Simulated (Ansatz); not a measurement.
Several occupations of a zinc blende lattice at one composition, 6 Ga, 1 B, 3 In; 10 P. Sites, in fractions of the cell 2.670 2.670 5.339; -2.670 -2.670 5.339; 8.009 -5.339 2.670 Å:

| cell | sites |
| --- | --- |
| all | Ga (0.00 0.00 0.00), P (0.07 0.38 0.60), P (0.17 0.88 0.40), P (0.28 0.38 0.20), P (0.38 0.88 0.00), P (0.47 0.38 0.80), P (0.57 0.88 0.60), P (0.68 0.38 0.40), P (0.78 0.88 0.20), P (0.88 0.38 0.00), P (0.97 0.88 0.80) |
| 1 | B (0.30 0.50 0.40), Ga (0.10 0.50 0.80), Ga (0.40 0.00 0.20), Ga (0.50 0.50 0.00), Ga (0.70 0.50 0.60), Ga (0.90 0.50 0.20), In (0.20 0.00 0.60), In (0.60 0.00 0.80), In (0.80 0.00 0.40) |
| 2 | B (0.60 0.00 0.80), Ga (0.20 0.00 0.60), Ga (0.30 0.50 0.40), Ga (0.50 0.50 0.00), Ga (0.80 0.00 0.40), Ga (0.90 0.50 0.20), In (0.10 0.50 0.80), In (0.40 0.00 0.20), In (0.70 0.50 0.60) |
| 3 | B (0.20 0.00 0.60), Ga (0.10 0.50 0.80), Ga (0.30 0.50 0.40), Ga (0.60 0.00 0.80), Ga (0.70 0.50 0.60), Ga (0.80 0.00 0.40), In (0.40 0.00 0.20), In (0.50 0.50 0.00), In (0.90 0.50 0.20) |

Each was relaxed without symmetry on coarser meshes and computed once more. The calculation used Ansatz 0.2.0, DFT PBE, scalar-relativistic, plane waves, PAW.

Cutoff 420 eV; k points 4×4×3 on the computed 20-atom cell (Γ-centred); Gaussian smearing, width 0.02 eV; no spin polarisation.

Warren–Cowley parameters of the first shell of the sublattice with most elements (negative: unlike neighbours preferred):
| cell | Ga-In | B-Ga | B-In |
| --- | --- | --- | --- |
| 1 | -0.02 | -0.11 | -0.11 |
| 2 | -0.25 | 0.03 | -0.39 |
| 3 | -0.07 | -0.53 | 0.72 |

Task: Which occupation is lowest in energy, and by how much?

Result: Cell 2.
| cell | E − E(lowest) (meV/atom) | V (Å³/atom) | gap on mesh (eV) |
| --- | --- | --- | --- |
| 2 | 0.0 | 21.26 | 1.10 |
| 3 | 15.8 | 21.28 | 0.97 |
| 1 | 20.1 | 21.31 | 0.85 |

The final mesh leaves forces up to 0.16 eV/Å and stresses up to 0.5 GPa: the relaxation ran on a coarser mesh, so the cell's shape, its bonds and its energy belong partly to that mesh.

The gap is read on a mesh, which can miss the band edges, so it can be too wide.

Cost: 6 runs of about 21 core-minutes in all (earlier runs that led there not counted), on AMD EPYC 7R43 (Zen 3) (shared hosts).